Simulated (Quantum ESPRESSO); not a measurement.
Kohn-Sham bands of BiBrO (P4/nmm)

```
BiBrO
1.0
    3.92783     0.00000     0.00000
    0.00000     3.92783     0.00000
    0.00000     0.00000     8.39432
Bi Br O
2 2 2
Cartesian
  0.00000   1.96391  -1.24706
  1.96391   0.00000   1.24706
  1.96391   0.00000  -2.80966
  0.00000   1.96391   2.80966
  0.00000   0.00000   0.00000
  1.96391   1.96391   0.00000
```

Cell from Materials Project (mp-23072), symmetrised, no further relaxation. COD (Crystallography Open Database) has an entry of this formula and space group (matched by these alone). Computed values, not measurements, from PBEsol: Quantum ESPRESSO (norm-conserving PseudoDojo potentials, cutoff 68 Ry, spinors with spin-orbit coupling) on a Γ-centred 4×4×4 mesh, then Wannier90. Density: 8×8×4 mesh, Gaussian smearing 0.01 Ry.

Question: List the Kohn-Sham levels between −8 and 4.8 eV relative to the valence-band maximum at the high-symmetry points, as a band run of pw.x on that density gives them (levels within 2 meV counted together).

Answer: 
| point | k (reciprocal lattice) | levels (eV) |
|---|---|---|
| Γ | 0.000 0.000 0.000 | -7.20 (×2), -5.05 (×2), -4.58 (×2), -2.20 (×2), -1.99 (×2), -1.72 (×2), -1.62 (×2), -1.19 (×2), -1.08 (×2), -1.01 (×2), -0.74 (×2), -0.67 (×2), -0.56 (×2), 1.92 (×2), 2.36 (×2), 4.58 (×2) |
| X | 0.000 0.500 0.000 | -4.24 (×4), -3.42 (×4), -2.85 (×4), -1.06 (×4), -0.51 (×4), -0.14 (×4), 3.38 (×4) |
| M | 0.500 0.500 0.000 | -4.64 (×4), -3.32 (×4), -2.87 (×4), -1.27 (×4), -1.08 (×4), -0.75 (×4), 2.97 (×4) |
| Z | 0.000 0.000 0.500 | -7.21 (×2), -5.04 (×2), -4.58 (×2), -2.26 (×2), -1.99 (×2), -1.81 (×2), -1.74 (×2), -1.28 (×2), -0.98 (×2), -0.94 (×2), -0.83 (×2), -0.38 (×2), -0.15 (×2), 1.80 (×2), 1.92 (×2), 4.27 (×2) |
| R | 0.000 0.500 0.500 | -4.12 (×4), -3.43 (×4), -3.07 (×4), -0.94 (×4), -0.50 (×4), -0.11 (×4), 3.32 (×4) |
| A | 0.500 0.500 0.500 | -4.70 (×4), -3.21 (×4), -2.45 (×4), -1.75 (×4), -1.08 (×4), -0.97 (×4), 3.36 (×4) |
